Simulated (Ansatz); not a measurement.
LaTl (CsCl type)

```xyz
2
Lattice="3.9191 0.0000 0.0000 0.0000 3.9191 0.0000 0.0000 0.0000 3.9191" Properties=species:S:1:pos:R:3 pbc="T T T"
La     0.0000     0.0000     0.0000
Tl     1.9596     1.9596     1.9596
```

The slice is a {210} plane (indices of the conventional cell) through the point (0.000, 0.000, 0.000) (fractional), spanned by u = [100] and v = [021] in vectors of this cell: u (3.92 Å) and v (8.76 Å, at 90° to u). It covers one period; positions are fractions (u, v).

The numbers are results of PBEsol (plane waves to 420 eV, PAW, scalar-relativistic; Ansatz, an electronic-structure program), not measurements. k mesh 12×12×12. Near the nuclei the fields are pseudised (PAW); where an atom keeps semicore shells as valence, they peak there. LaTl is run without spin polarisation. LaTl was relaxed with its symmetry unable to fall. Spin-orbit coupling is left out, though Tl is heavy.

Problem. Predict the map of the electrostatic potential energy of an electron, from the cell's mean on the slice.

Solution. 
| v \ u | 0.00 | 0.14 | 0.29 | 0.43 | 0.57 | 0.71 | 0.86 |
|---|---|---|---|---|---|---|---|
| 0.94 | x | x | <1.0 | 6.5 | 6.5 | <1.0 | x |
| 0.84 | 1.5 | 3.6 | 6.4 | 7.3 | 7.3 | 6.4 | 3.6 |
| 0.75 | 8.5 | 7.9 | 4.2 | <1.0 | <1.0 | 4.2 | 7.9 |
| 0.66 | 7.5 | 7.1 | 3.5 | x | x | 3.5 | 7.1 |
| 0.56 | 6.6 | 7.2 | 7.9 | 7.7 | 7.7 | 7.9 | 7.2 |
| 0.47 | 6.6 | 7.3 | 8.6 | 9.1 | 9.1 | 8.6 | 7.3 |
| 0.38 | 7.0 | 7.0 | 5.2 | <1.0 | <1.0 | 5.2 | 7.0 |
| 0.28 | 8.5 | 7.7 | 2.8 | x | x | 2.8 | 7.7 |
| 0.19 | 5.8 | 6.4 | 6.7 | 5.4 | 5.4 | 6.7 | 6.4 |
| 0.09 | x | x | 1.9 | 7.3 | 7.3 | 1.9 | x |
| 0.00 | x | x | <1.0 | 5.6 | 5.6 | <1.0 | x |

Values: electrostatic potential energy of an electron, from the cell's mean, in eV. Points within 1 Å of a nucleus are blanked (x), as the pseudised field means little there. Values under 1 eV are set to 1. The zero, the cell's mean, hangs on the PAW cores.
